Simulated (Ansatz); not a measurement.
Relaxed Al (fcc, Cu type):

```
Al
1.0
    4.03999     0.00000     0.00000
    0.00000     4.03999     0.00000
    0.00000     0.00000     4.03999
Al
4
Direct
  0.00000   0.00000   0.00000
  0.50000   0.50000   0.00000
  0.50000   0.00000   0.50000
  0.00000   0.50000   0.50000
```

In each cell atom 4 (Al, nearest neighbour Al at 2.857 Å; its periodic images, 4.0 Å or more away, move with it) moves by s·(0.707, 0.707, 0.000) (along Cartesian [110]), the rest being held.

Method: PBE (plane waves to 420 eV, PAW, scalar-relativistic; Ansatz, an electronic-structure program). k mesh 9×9×9 (Γ-centred), Fermi-Dirac smearing 0.05 eV. Energies are smeared free energies. With partly filled bands, energies and forces of such displacements shift with the k mesh and the smearing. On this mesh the relaxed cell isn't quite at rest: it carries a pressure of 0.2 GPa (compression positive) at the zero of the scan. Al was relaxed with its symmetry unable to fall. The PAW data are Ansatz's earlier set. ΔE is measured from the undisplaced structure. The last digit holds for this mesh only.

```
s (Å)   ΔE (meV/cell)
------  -------------
-0.570       withheld
-0.456          528.9
-0.342          278.5
-0.228          117.7
-0.114           28.6
0.000             0.0
0.114            28.6
0.228           117.7
0.342           278.5
0.456           528.9
0.570        withheld
```

Problem. Fit an even polynomial form (powers 2, 4) to the given rows and predict ΔE at s = 0.570.

Solution. Least squares on the 9 given rows: ΔE = (2172)·s² + (1787)·s⁴, in meV/cell with s in Å; root-mean-square residual 0.04 meV/cell. At 0.570 the fit gives 894.3 meV/cell; the calculation gives 895.5 meV/cell, so the extrapolation is off by -1.2 (-0.1 %). The quadratic term alone would give 705.7 meV/cell.

(A displaced cell: forces are minus the slopes of the energy, force constants its curvatures, and phonons follow from these.)
